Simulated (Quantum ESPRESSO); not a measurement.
# Strain and stress in Si6GaAs

These are calculations, not measurements. They come from pw.x of Quantum ESPRESSO 7.5, a plane-wave density functional program, with PseudoDojo standard norm-conserving files (v0.5 for PBE, v0.4.1 for LDA and PBEsol). The cells are made up: elements, strain and atom displacements were drawn at random, and nothing was relaxed. There is no spin polarisation, spin-orbit coupling or dispersion term.

The cell has 8 sites of a zincblende or diamond lattice. Sites 1 to 4 hold Si Si Ga Si; sites 5 to 8 hold Si Si Si As. Cell vectors in Å: (5.459, 0.029, -0.031); (0.029, 5.519, 0.091); (-0.031, 0.091, 5.511). Settings: PBE, cutoff 1143 eV, 6 x 6 x 6 k mesh shifted by half a step, Fermi-Dirac smearing of 0.1 eV.

Each run adds the same linear strain along x, y and z to one cell, with the atoms carried along; the vectors above are those of run 3. Stress is positive in tension and P is minus a third of its trace. E is the free energy for each atom above the lowest run shown.

```
run  strain (%)  s_xx (GPa)  s_yy (GPa)  s_zz (GPa)  s_xy (GPa)  P (GPa)  E (meV/atom)
  1       -1.21       -8.43       -7.85       -8.09       -0.79     8.12         43.02
  2       -0.60       -6.50       -5.90       -6.14       -0.69     6.18         26.65
  4        1.26       -1.53       -0.86       -1.09       -0.44     1.16          1.13
  5        1.78       -0.35        0.33        0.10       -0.38    -0.03          0.00
  6        2.18        0.50        1.18        0.96       -0.34    -0.88          0.75
  7        2.41        0.96        1.65        1.43       -0.31    -1.35          1.71
  3        0.42           ?           ?           ?           ?        ?             ?
```

A rerun of one of these cells at 1437 eV and k mesh 8 x 8 x 8 moved values by no more than 0.002 eV in the cell's energy, 0.02 GPa in stress and 0.003 eV/Å in force.

## Worked fit

A parabola through the six runs shown gives P = 4.43 - 2.83 e + 0.178 e² GPa, with e in per cent and a scatter of 0.01 GPa. A linear strain of 1 % changes the volume by about 3 %, so the bulk modulus of this cell with clamped atoms is about 94 ± 1 GPa at e = 0. The error is the larger of the fit's own and the change that a cubic makes, rounded up.

## Withheld run

Question: what P should run 3 give?

The fit gives 3.27 GPa. The calculation gave 3.27 GPa.

```
run,strain (%),s_xx (GPa),s_yy (GPa),s_zz (GPa),s_xy (GPa),P (GPa),E (meV/atom)
3,0.42,-3.62,-2.97,-3.21,-0.55,3.27,8.34
```